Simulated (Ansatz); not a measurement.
CdS (zinc blende)

```
CdS
1.0
    0.00000     2.96331     2.96331
    2.96331     0.00000     2.96331
    2.96331     2.96331     0.00000
S Cd
1 1
Direct
  0.75000   0.75000   0.75000
  0.00000   0.00000   0.00000
```

The slice is a {100} plane (indices of the conventional cell) through the point (0.000, 0.000, 0.000) (fractional), spanned by u = [100] and v = [0 1 -1] in vectors of this cell: u (4.19 Å) and v (4.19 Å, at 90° to u). It covers one period; positions are fractions (u, v).

These are PBE (plane waves to 420 eV, PAW, scalar-relativistic; Ansatz, a first-principles code) values and carry that method's errors. k mesh 10×10×10. These are valence fields of a PAW run, semicore shells included where kept as valence: close to a nucleus they are smooth pseudo fields. CdS was relaxed with its symmetry unable to fall.

Sketch the density of the highest valence band (whole band, smooth part) on this plane as a map.


| v \ u | 0.00 | 0.09 | 0.19 | 0.28 | 0.38 | 0.47 | 0.56 | 0.66 | 0.75 | 0.84 | 0.94 |
|---|---|---|---|---|---|---|---|---|---|---|---|
| 0.88 | 0.020 | 0.008 | 0.010 | 0.015 | 0.019 | 0.022 | 0.022 | 0.018 | 0.013 | 0.009 | 0.012 |
| 0.75 | 0.017 | 0.015 | 0.011 | 0.009 | 0.008 | 0.009 | 0.009 | 0.008 | 0.009 | 0.012 | 0.016 |
| 0.62 | 0.027 | 0.022 | 0.013 | 0.006 | 0.003 | 0.002 | 0.002 | 0.004 | 0.008 | 0.016 | 0.025 |
| 0.50 | 0.032 | 0.026 | 0.015 | 0.006 | 0.002 | 0.001 | 0.001 | 0.003 | 0.009 | 0.019 | 0.029 |
| 0.38 | 0.027 | 0.022 | 0.013 | 0.006 | 0.003 | 0.002 | 0.002 | 0.004 | 0.008 | 0.016 | 0.025 |
| 0.25 | 0.017 | 0.015 | 0.011 | 0.009 | 0.008 | 0.009 | 0.009 | 0.008 | 0.009 | 0.012 | 0.016 |
| 0.12 | 0.020 | 0.008 | 0.010 | 0.015 | 0.019 | 0.022 | 0.022 | 0.018 | 0.013 | 0.009 | 0.012 |
| 0.00 | 0.001 | 0.016 | 0.017 | 0.019 | 0.027 | 0.031 | 0.030 | 0.024 | 0.017 | 0.019 | 0.009 |

Values: density of the highest valence band (whole band, smooth part) in e/Å³.
